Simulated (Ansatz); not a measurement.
ZrGe in space group Pnma (No. 62; Zr on 4c, Ge on 4c) at seven volumes, plane-wave PAW r²SCAN (Ansatz code), shape and atoms relaxed at each. One row is withheld.

```json
[
 {"V (Å³/atom)": "17.113", "P (GPa)": "15.25"},
 {"V (Å³/atom)": "17.677", "P (GPa)": "9.32"},
 {"V (Å³/atom)": "18.241", "P (GPa)": "4.28"},
 {"V (Å³/atom)": "18.805", "P (GPa)": "0.00"},
 {"V (Å³/atom)": "19.369", "P (GPa)": "-3.64"},
 {"V (Å³/atom)": "19.933", "P (GPa)": "?"},
 {"V (Å³/atom)": "20.498", "P (GPa)": "-9.29"}
]
```

Fit the shown pressures and predict the withheld one.

P = (3/2)B₀(x^(7/2) − x^(5/2))[1 + (3/4)(B′ − 4)(x − 1)] with x = (V₀/V)^(2/3). Least squares on the six rows gives V₀ = 18.805 Å³/atom, B₀ = 131 GPa, B′ = 4.49. At V = 19.933, x = 0.9619 and P = -6.70 GPa. The run itself gave -6.71 GPa.

The workflow started from a Materials Project entry (that database holds measured and hypothetical structures alike); the Crystallography Open Database copy checked does not list it. Its standing as an ambient phase is unchecked. The cell was relaxed with r²SCAN under the symmetry of its start; whether a distortion lowers the energy is not shown. No spin polarisation was allowed.

Potentials: the later of the program's two PAW sets.
